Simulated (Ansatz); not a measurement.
YSi (CsCl type, Pm-3m) at seven volumes, DFT-r²SCAN in the program Ansatz with PAW potentials, scaled uniformly. One row is withheld.

```json
[
 {"V (Å³/atom)": "20.258", "P (GPa)": "8.53"},
 {"V (Å³/atom)": "20.925", "P (GPa)": "5.29"},
 {"V (Å³/atom)": "21.593", "P (GPa)": "?"},
 {"V (Å³/atom)": "22.261", "P (GPa)": "0.00"},
 {"V (Å³/atom)": "22.929", "P (GPa)": "-2.14"},
 {"V (Å³/atom)": "23.597", "P (GPa)": "-3.99"},
 {"V (Å³/atom)": "24.265", "P (GPa)": "-5.58"}
]
```

Problem. Fit the shown pressures and predict the withheld one.

Solution. Third-order Birch–Murnaghan: P = (3/2)B₀(x^(7/2) − x^(5/2))[1 + (3/4)(B′ − 4)(x − 1)] with x = (V₀/V)^(2/3). Least squares on the six rows gives V₀ = 22.260 Å³/atom, B₀ = 76.08 GPa, B′ = 3.71. At V = 21.593, x = 1.0205 and P = 2.45 GPa. The run itself gave 2.47 GPa.

A made-up cell: these elements were put on the sites of a structure type; neither database checked (COD, Materials Project) lists it. Whether it is the stable phase at ambient conditions was not checked. The cell was relaxed with r²SCAN under the symmetry of its start. At this level the phase is mechanically unstable. No spin polarisation was allowed.

Potentials: the earlier of the program's two PAW sets.
